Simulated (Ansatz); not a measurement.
ZrO$_{2}$ in space group P4_2/nmc (No. 137; Zr on 2a, O on 4d), the program Ansatz at the PBE level (PAW). The conduction-band minimum lies at Γ, with 1 equivalent valley. Second derivatives d²E/dk² of the lowest band at one valley (eV·Å²), along Cartesian directions:

```
direction  d²E/dk²
---------  -------
[100]        12.43
[010]        12.43
[001]        3.314
[110]        12.43
[101]        7.874
[011]        7.874
```

**Question.** Find the principal effective masses, the density-of-states mass and the conductivity mass.

**Answer.** Off-diagonal terms follow from H_xy = H[110] − (H_xx + H_yy)/2, and m*/mₑ = 7.620 eV·Å² over each eigenvalue: 0.61, 0.61, 2.3. One valley's DOS mass (m₁m₂m₃)^(1/3) = 0.95, conductivity mass 3/(Σ 1/mᵢ) = 0.81 mₑ.

**Question.** What effective density of states Nc follows at 300 K for parabolic valleys?

**Answer.** Nc = 2.509e19 × 1 × (0.95)^(3/2) ≈ 2.3e19 cm⁻³.

This is a known high-temperature phase of the composition, computed here at zero pressure and temperature. The PBE relaxation kept the symmetry of its start; whether a distortion lowers the energy is not shown. No spin polarisation was allowed. Spin–orbit coupling is left out wherever it is not named.

Potentials: the later of the program's two PAW sets.

Edges and masses are those of Kohn–Sham bands, whose gap is no quasiparticle gap.
